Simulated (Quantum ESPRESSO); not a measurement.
Si2GaO5F, one run as intended and one with a planted mistake

Simulated, not a measurement. The program is pw.x of Quantum ESPRESSO 7.5 (plane-wave density functional theory). The cell is made up: 9 atoms on a quartz lattice, with randomly drawn elements, strain and displacements, not relaxed. PseudoDojo standard norm-conserving files (v0.5 for PBE, v0.4.1 for LDA and PBEsol) set the functional; there is no spin polarisation, spin-orbit coupling or dispersion term, and the masses in the input are unused placeholders.

Intended input:

```
&control calculation='scf', pseudo_dir='./dojo.nc.sr.pbe.v0_5.standard.upf', outdir='./o', disk_io='low', tprnfor=.true., tstress=.true. /
&system ibrav=0, nat=9, ntyp=4, nbnd=35, ecutwfc=84.00895049, nosym=.true., tot_charge=0,
 occupations='smearing', smearing='fd', degauss=0.0018374661
/
&electrons conv_thr=7.350e-09, electron_maxstep=60, /
ATOMIC_SPECIES
F 1.0 F.upf
Ga 1.0 Ga.upf
O 1.0 O.upf
Si 1.0 Si.upf
CELL_PARAMETERS angstrom
5.0648 -0.0409 0.0193
-2.5678 4.4336 -0.0866
0.0212 -0.0975 5.5103
ATOMIC_POSITIONS angstrom
Si 2.2855 -0.0031 3.7187
Si -1.3282 1.9443 1.8906
Ga 1.3463 2.2974 -0.1229
O 1.3418 1.0937 4.2258
O 3.3418 0.6121 2.5775
O 2.7361 2.5861 0.4952
F 0.2184 1.6747 1.1378
O -1.1795 3.185 3.0405
O 0.8701 3.7948 4.6396
K_POINTS automatic
5 5 4 1 1 1
```

The log is shortened where brackets say so; the opening notice, blank lines, dates and the lines on written files are dropped, and the path of the files is cut. It prints rydbergs, bohrs and kilobars, and counts compression as positive stress. Where no state is partly filled, the Fermi energy that it prints is only some level between the filled and the empty states on the mesh, and need not lie in the true gap.

Log of the intended run:

```
     Program PWSCF v.7.5
     Parallel version (MPI & OpenMP), running on       4 processor cores
     Number of MPI processes:                 4
     Threads/MPI process:                     1
     [start-up lines left out]
     bravais-lattice index     =            0
     lattice parameter (alat)  =       9.5715  a.u.
     unit-cell volume          =     830.8350 (a.u.)^3
     number of atoms/cell      =            9
     number of atomic types    =            4
     number of electrons       =        58.00
     number of Kohn-Sham states=           35
     kinetic-energy cutoff     =      84.0090  Ry
     charge density cutoff     =     336.0358  Ry
     scf convergence threshold =      7.3E-09
     mixing beta               =       0.7000
     number of iterations used =            8  plain     mixing
     Exchange-correlation= PBE
                           (   1   4   3   4   0   0   0)
     [axes and pseudopotential details left out]
   Cartesian axes
     site n.     atom                  positions (alat units)
         1        Si     tau(   1) = (   0.4512338  -0.0006120   0.7341952  )
         2        Si     tau(   2) = (  -0.2622309   0.3838695   0.3732674  )
         3        Ga     tau(   3) = (   0.2658044   0.4535832  -0.0242646  )
         4        O      tau(   4) = (   0.2649160   0.2159328   0.8343136  )
         5        O      tau(   5) = (   0.6597826   0.1208489   0.5088843  )
         6        O      tau(   6) = (   0.5401972   0.5105822   0.0977690  )
         7        F      tau(   7) = (   0.0431194   0.3306415   0.2246396  )
         8        O      tau(   8) = (  -0.2328726   0.6288250   0.6002959  )
         9        O      tau(   9) = (   0.1717867   0.7492199   0.9160115  )
     number of k points=    50  Fermi-Dirac smearing, width (Ry)=  0.0018
                       cart. coord. in units 2pi/alat
        k(    1) = (   0.1009692   0.1750166   0.1176068), wk =   0.0400000
        k(    2) = (   0.1001255   0.1790180   0.3474779), wk =   0.0400000
     [further k points left out]
     Dense  grid:    86409 G-vectors     FFT dimensions: (  60,  60,  64)
     Estimated max dynamical RAM per process >     191.45 MB
     Estimated total dynamical RAM >     702.51 MB
     Initial potential from superposition of free atoms
     starting charge      57.9961, renormalised to      58.0000
     Starting wfcs are   41 randomized atomic wfcs
     total cpu time spent up to now is        2.7 secs
     per-process dynamical memory:   146.9 Mb
     Self-consistent Calculation
     iteration #  1     ecut=    84.01 Ry     beta= 0.70
     Davidson diagonalization with overlap
     ethr =  1.00E-02,  avg # of iterations =  3.0
     total cpu time spent up to now is        7.1 secs
     total energy              =    -383.88580980 Ry
     estimated scf accuracy    <       2.46308463 Ry
     iteration #  2     ecut=    84.01 Ry     beta= 0.70
     Davidson diagonalization with overlap
     ethr =  4.25E-03,  avg # of iterations =  2.5
     total cpu time spent up to now is       11.3 secs
     total energy              =    -384.50188044 Ry
     estimated scf accuracy    <       2.23593973 Ry
     [iterations 3 to 9 left out]
     iteration # 10     ecut=    84.01 Ry     beta= 0.70
     Davidson diagonalization with overlap
     ethr =  7.18E-10,  avg # of iterations =  2.0
     total cpu time spent up to now is       42.9 secs
     total energy              =    -384.94987083 Ry
     estimated scf accuracy    <       0.00000005 Ry
     iteration # 11     ecut=    84.01 Ry     beta= 0.70
     Davidson diagonalization with overlap
     ethr =  8.44E-11,  avg # of iterations =  2.1
     total cpu time spent up to now is       46.7 secs
     End of self-consistent calculation
     [lines on levels left out]
     the Fermi energy is     4.2169 ev
!    total energy              =    -384.94987084 Ry
     estimated scf accuracy    <          2.2E-09 Ry
     smearing contrib. (-TS)   =       0.00000000 Ry
     internal energy E=F+TS    =    -384.94987084 Ry
     The total energy is F=E-TS. E is the sum of the following terms:
     one-electron contribution =    -239.29731827 Ry
     hartree contribution      =     155.16230182 Ry
     xc contribution           =    -101.99927977 Ry
     ewald contribution        =    -198.81557462 Ry
     convergence has been achieved in  11 iterations
     Forces acting on atoms (cartesian axes, Ry/au):
     atom    1 type  4   force =     0.12477597   -0.14343861    0.02330336
     atom    2 type  4   force =    -0.02343590    0.26049721   -0.12522170
     atom    3 type  2   force =    -0.27743407    0.18340859   -0.06951452
     atom    4 type  3   force =    -0.07249576   -0.14402779   -0.18381234
     atom    5 type  3   force =    -0.05337089   -0.11110549    0.01722684
     atom    6 type  3   force =     0.48785268    0.00580264    0.33409508
     atom    7 type  1   force =    -0.11581513   -0.02559298    0.10170994
     atom    8 type  3   force =     0.00198862   -0.06220922   -0.09309520
     atom    9 type  3   force =    -0.07206552    0.03666564   -0.00469146
     Total force =     0.839440     Total SCF correction =     0.000167
     Computing stress (Cartesian axis) and pressure
          total   stress  (Ry/bohr**3)                   (kbar)     P=      139.48
   0.00116634   0.00053347  -0.00008253          171.58       78.48      -12.14
   0.00053347   0.00097100   0.00054485           78.48      142.84       80.15
  -0.00008253   0.00054485   0.00070712          -12.14       80.15      104.02
     init_run     :      2.48s CPU      2.57s WALL (       1 calls)
     electrons    :     43.80s CPU     44.02s WALL (       1 calls)
     forces       :      0.79s CPU      0.79s WALL (       1 calls)
     stress       :      2.61s CPU      2.62s WALL (       1 calls)
     [timing details left out]
     PWSCF        :     49.81s CPU     50.15s WALL
     JOB DONE.
```

A second run has one planted mistake: two atoms have their elements exchanged. The input lines that differ, file-writing options aside:

```
- Si 2.2855 -0.0031 3.7187
+ Ga 2.2855 -0.0031 3.7187
- Ga 1.3463 2.2974 -0.1229
+ Si 1.3463 2.2974 -0.1229
```

Its log:

```
     Program PWSCF v.7.5
     Parallel version (MPI & OpenMP), running on       4 processor cores
     Number of MPI processes:                 4
     Threads/MPI process:                     1
     [start-up lines left out]
     bravais-lattice index     =            0
     lattice parameter (alat)  =       9.5715  a.u.
     unit-cell volume          =     830.8350 (a.u.)^3
     number of atoms/cell      =            9
     number of atomic types    =            4
     number of electrons       =        58.00
     number of Kohn-Sham states=           35
     kinetic-energy cutoff     =      84.0090  Ry
     charge density cutoff     =     336.0358  Ry
     scf convergence threshold =      7.3E-09
     mixing beta               =       0.7000
     number of iterations used =            8  plain     mixing
     Exchange-correlation= PBE
                           (   1   4   3   4   0   0   0)
     [axes and pseudopotential details left out]
   Cartesian axes
     site n.     atom                  positions (alat units)
         1        Ga     tau(   1) = (   0.4512338  -0.0006120   0.7341952  )
         2        Si     tau(   2) = (  -0.2622309   0.3838695   0.3732674  )
         3        Si     tau(   3) = (   0.2658044   0.4535832  -0.0242646  )
         4        O      tau(   4) = (   0.2649160   0.2159328   0.8343136  )
         5        O      tau(   5) = (   0.6597826   0.1208489   0.5088843  )
         6        O      tau(   6) = (   0.5401972   0.5105822   0.0977690  )
         7        F      tau(   7) = (   0.0431194   0.3306415   0.2246396  )
         8        O      tau(   8) = (  -0.2328726   0.6288250   0.6002959  )
         9        O      tau(   9) = (   0.1717867   0.7492199   0.9160115  )
     number of k points=    50  Fermi-Dirac smearing, width (Ry)=  0.0018
                       cart. coord. in units 2pi/alat
        k(    1) = (   0.1009692   0.1750166   0.1176068), wk =   0.0400000
        k(    2) = (   0.1001255   0.1790180   0.3474779), wk =   0.0400000
     [further k points left out]
     Dense  grid:    86409 G-vectors     FFT dimensions: (  60,  60,  64)
     Estimated max dynamical RAM per process >     191.45 MB
     Estimated total dynamical RAM >     702.51 MB
     Initial potential from superposition of free atoms
     starting charge      57.9961, renormalised to      58.0000
     Starting wfcs are   41 randomized atomic wfcs
     total cpu time spent up to now is        2.7 secs
     per-process dynamical memory:   149.5 Mb
     Self-consistent Calculation
     iteration #  1     ecut=    84.01 Ry     beta= 0.70
     Davidson diagonalization with overlap
     ethr =  1.00E-02,  avg # of iterations =  3.0
     total cpu time spent up to now is        7.2 secs
     total energy              =    -383.59404351 Ry
     estimated scf accuracy    <       2.68568994 Ry
     iteration #  2     ecut=    84.01 Ry     beta= 0.70
     Davidson diagonalization with overlap
     ethr =  4.63E-03,  avg # of iterations =  2.6
     total cpu time spent up to now is       11.4 secs
     total energy              =    -384.07641896 Ry
     estimated scf accuracy    <       3.25216293 Ry
     [iterations 3 to 11 left out]
     iteration # 12     ecut=    84.01 Ry     beta= 0.70
     Davidson diagonalization with overlap
     ethr =  7.95E-11,  avg # of iterations =  2.0
     total cpu time spent up to now is       49.8 secs
     total energy              =    -384.77530610 Ry
     estimated scf accuracy    <          8.2E-09 Ry
     iteration # 13     ecut=    84.01 Ry     beta= 0.70
     Davidson diagonalization with overlap
     ethr =  1.41E-11,  avg # of iterations =  2.1
     total cpu time spent up to now is       53.4 secs
     End of self-consistent calculation
     [lines on levels left out]
     the Fermi energy is     5.8054 ev
!    total energy              =    -384.77530610 Ry
     estimated scf accuracy    <          5.1E-10 Ry
     smearing contrib. (-TS)   =       0.00000000 Ry
     internal energy E=F+TS    =    -384.77530610 Ry
     The total energy is F=E-TS. E is the sum of the following terms:
     one-electron contribution =    -247.07047193 Ry
     hartree contribution      =     159.38142563 Ry
     xc contribution           =    -101.97435896 Ry
     ewald contribution        =    -195.11190084 Ry
     convergence has been achieved in  13 iterations
     Forces acting on atoms (cartesian axes, Ry/au):
     atom    1 type  2   force =     0.15532428   -0.20612711   -0.06058498
     atom    2 type  4   force =    -0.04107133    0.24319209    0.00738706
     atom    3 type  4   force =    -0.09881928    0.15484017   -0.19605171
     atom    4 type  3   force =    -0.32053216    0.37875404    0.21978555
     atom    5 type  3   force =     0.10645564   -0.00562642   -0.16605592
     atom    6 type  3   force =     0.14664103   -0.05144818    0.16145676
     atom    7 type  1   force =     0.00623459    0.01350241   -0.01504672
     atom    8 type  3   force =    -0.14270332   -0.28442054   -0.21767985
     atom    9 type  3   force =     0.18847054   -0.24266647    0.26678980
     Total force =     0.949569     Total SCF correction =     0.000050
     Computing stress (Cartesian axis) and pressure
          total   stress  (Ry/bohr**3)                   (kbar)     P=      179.45
   0.00183523  -0.00002948  -0.00038631          269.97       -4.34      -56.83
  -0.00002948   0.00126263   0.00034699           -4.34      185.74       51.04
  -0.00038631   0.00034699   0.00056182          -56.83       51.04       82.65
     init_run     :      2.52s CPU      2.60s WALL (       1 calls)
     electrons    :     50.57s CPU     50.76s WALL (       1 calls)
     forces       :      0.75s CPU      0.77s WALL (       1 calls)
     stress       :      2.53s CPU      2.53s WALL (       1 calls)
     [timing details left out]
     PWSCF        :     56.47s CPU     56.78s WALL
     JOB DONE.
```

|  | intended run | run with the mistake |
| --- | --- | --- |
| free energy (eV) | -5237.510 | -5235.135 |
| smearing term -TS (eV) | 0.0000 | 0.0000 |
| pressure (GPa) | 13.95 | 17.95 |
| largest force component (eV/Å) | 12.543 | 9.738 |
| largest change of a force component (eV/Å) |  | 13.441 |
| iterations | 11 | 13 |

For scale, a rerun of the intended cell at 1437 eV and a 7 x 7 x 6 mesh moved values by no more than 0.003 eV in energy, 0.02 GPa in stress and 0.003 eV/Å in force.